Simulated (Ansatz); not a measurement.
**Property card for Zr$_{2}$SiB$_{2}$**

Zr₂SiB₂:
```cif
data_B2SiZr2
_chemical_formula_sum 'Zr2 Si1 B2'
_space_group_name_H-M_alt 'P 1'
_space_group_IT_number 1
_cell_length_a 3.18551
_cell_length_b 3.18551
_cell_length_c 7.80309
_cell_angle_alpha 90.000
_cell_angle_beta 90.000
_cell_angle_gamma 120.000
loop_
_space_group_symop_operation_xyz
  'x, y, z'
loop_
_atom_site_label
_atom_site_type_symbol
_atom_site_fract_x
_atom_site_fract_y
_atom_site_fract_z
_atom_site_occupancy
Zr1 Zr 0.33333 0.66667 0.72081 1
Zr2 Zr 0.33333 0.66667 0.27919 1
Si1 Si 0.00000 0.00000 0.00000 1
B1 B 0.00000 0.00000 0.50000 1
B2 B 0.66667 0.33333 0.50000 1
```

Space group P-6m2 (No. 187); conventional cell a = 3.1855 Å, b = 3.1855 Å, c = 7.8031 Å, α = 90.00°, β = 90.00°, γ = 120.00°.

Method: DFT-r²SCAN in the program Ansatz with PAW potentials. Structure relaxed to zero pressure with the same functional. Other levels are named where they apply.

**Cell and energy**

```json
{
  "volume_per_atom": "13.71 Å³",
  "density": "5.62 g/cm³",
  "Formation energy from the elements (no fitted shifts)": "-0.85 eV/atom"
}
```

**Electronic structure**

```json
{
  "electronic_character": "metallic (no gap)",
  "Density of states at the Fermi level": "0.23 states/eV per atom (mean over ±0.08 eV)",
  "Gap with spin–orbit coupling": "none (metallic)"
}
```

**Mechanics**

```json
{
 "Bulk modulus (Birch–Murnaghan fit)": "173 GPa",
 "Pressure derivative B′": "4.0"
}
```

**Charges**

```json
{
  "bader_charges": "Zr +1.44, Si -1.08, B -0.92 to -0.87 e"
}
```

The start of the workflow was typed in or built on a structure type; neither database checked (COD, Materials Project) lists it. Its standing as an ambient phase is unchecked. Symmetry was held in the r²SCAN relaxation; whether a distortion lowers the energy is not shown. The run is not spin-polarised. The references are the lowest solids computed at this level, not always the standard phases. Spin–orbit coupling is left out wherever it is not named.

Potentials: the earlier of the program's two PAW sets.
